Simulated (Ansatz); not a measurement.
## How Pd (Fm-3m) stiffens under pressure

```
Pd
1.0
     0.00000    1.95487    1.95487
     1.95487    0.00000    1.95487
     1.95487    1.95487    0.00000
Pd
1
Direct
  0.00000 0.00000 0.00000
```

This is the zero-pressure cell. At each pressure cell and atoms are relaxed in this structure, and the constants are slopes of the stress at strains of ±0.005 with relaxed ions (the coefficients that govern stability under load). Level: r²SCAN, PAW on Ansatz 0.2.0's default frozen-core files (fitted under PBE), scalar-relativistic; k mesh 24×24×24, strains of ±0.005, Fermi-Dirac smearing of 0.080 eV, cutoff 500 eV. P is the pressure of the relaxed cell, less that of this one.

```tsv
P (GPa)	V/V₀	C11 (GPa)	C12 (GPa)	C44 (GPa)
0.00	1.0000	215.5	167.9	70.1
1.02	0.9946	222.0	173.1	72.0
2.03	0.9893	228.3	178.3	73.9
4.00	0.9796	240.5	188.2	77.6
7.03	?	?	?	?
10.03	0.9533	276.8	217.8	88.4
15.03	0.9344	305.9	241.6	97.1
```

Problem. Does the bulk modulus from the constants agree with the pressure-volume curve?

Solution. A third-order Birch-Murnaghan fit to the volumes shown (F against f, f = [(V₀/V)^(2/3) − 1]/2) gives B₀ = 183.8 GPa and B′ = 5.5. Its −V dP/dV stands beside (C11 + 2C12)/3:

```
P (GPa)  from P(V)  from the constants
   0.00      183.8               183.8
   1.02      189.4               189.4
   2.03      194.9               195.0
   4.00      205.6               205.7
  10.03      237.4               237.5
  15.03      263.2               263.0
```

Problem. What are the pressure derivatives at zero pressure?

Solution. Slopes at V₀ of quadratic fits in −ln(V/V₀) through the first four rows shown, divided by B₀: dC11/dP = 6.4, dC12/dP = 5.2, dC44/dP = 1.9. The mean slopes up to 2.0 GPa are 6.3, 5.1, 1.9; curvature and scatter of the constants part the two. The combination (dC11/dP + 2 dC12/dP)/3 = 5.6 stands against B′.

Problem. Fill the row at 7.03 GPa.

Solution. Cubic fits in −ln(V/V₀) through all rows shown give C11 = 259.0, C12 = 203.2, C44 = 83.1 GPa. Computed: V/V₀ = 0.9658, C11 (GPa) = 258.9, C12 (GPa) = 203.2, C44 (GPa) = 83.1.

Problem. Does a shear stiffness soften?

Solution. C44 goes from 70.1 to 97.1 GPa; (C11 − C12)/2 goes from 23.8 to 32.1 GPa. Neither ends more than 3 % under its start, and the lattice stays mechanically stable over this range.

Limits of these numbers: no other phase was computed; many crystals of this kind change structure within this range, and rows or crossings beyond such a change describe a metastable lattice; frozen-core PAW files fitted under PBE, their cores solved anew for the functional of the run; responses of metals move with mesh and smearing; phonons weren't checked at these pressures.
